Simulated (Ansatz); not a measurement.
The start is a relaxed Ti2AlC cell with every coordinate shifted by Gaussian noise of σ = 0.2 Å. The structure is fully relaxed (lattice and positions, P = 0) with PBEsol (plane waves to 420 eV, PAW, scalar-relativistic; Ansatz, a quantum-chemistry and plane-wave program). The first steps use a coarse 9×9×2 k-mesh.

Initial structure:
```yaml
crystal:
  lattice:
    - [3.03742, 0.00000, 0.00000]
    - [-1.51871, 2.63048, 0.00000]
    - [0.00000, 0.00000, 13.63771]
  atoms:
    - { symbol: Ti, position: [0.28508, 0.70760, 0.09757] }
    - { symbol: Ti, position: [0.64391, 0.26509, 0.90853] }
    - { symbol: Ti, position: [0.69746, 0.34737, 0.56615] }
    - { symbol: Ti, position: [0.33677, 0.62476, 0.41778] }
    - { symbol: Al, position: [0.31487, 0.62066, 0.76845] }
    - { symbol: Al, position: [0.59916, 0.28038, 0.22932] }
    - { symbol: C, position: [0.95520, 0.99340, 0.01482] }
    - { symbol: C, position: [0.96608, 0.03302, 0.49568] }
```

### Question
How much energy is released per atom?

### Answer
0.44 eV/atom.

### Question
Does it find its way back to the structure it was made from?

### Answer
It relaxes back to the parent, P6₃/mmc (No. 194).

### Question
How do the shortest distances between atoms change?

### Answer
The closest pairs of elements (up to four, under 3.6 Å), start → end: C–Ti 1.81 → 2.09 Å; Al–Ti 2.35 → 2.87 Å; Ti–Ti 2.63 → 2.87 Å; Al–Al 3.04 → 3.04 Å.

### Question
What band gap does the relaxed structure have at this level?

### Answer
Zero (metallic).

It ends as:

```cif
data_C2Al2Ti4
_chemical_formula_sum 'Ti4 Al2 C2'
_space_group_name_H-M_alt 'P63/mmc'
_space_group_IT_number 194
_space_group_name_Hall '-P 6c 2c'
_cell_length_a 3.03740
_cell_length_b 3.03740
_cell_length_c 13.63802
_cell_angle_alpha 90.000
_cell_angle_beta 90.000
_cell_angle_gamma 120.000
loop_
_atom_site_label
_atom_site_type_symbol
_atom_site_symmetry_multiplicity
_atom_site_Wyckoff_symbol
_atom_site_fract_x
_atom_site_fract_y
_atom_site_fract_z
_atom_site_occupancy
Ti1 Ti 4 f 0.33333 0.66667 0.08331 1
Al1 Al 2 d 0.66667 0.33333 0.25000 1
C1 C 2 a 0.00000 0.00000 0.00000 1
```

Final values are on a 18×18×4 k-mesh of the relaxed cell. No spin polarisation in the result.

The cell that was disturbed is our relaxation of an entry of Materials Project.
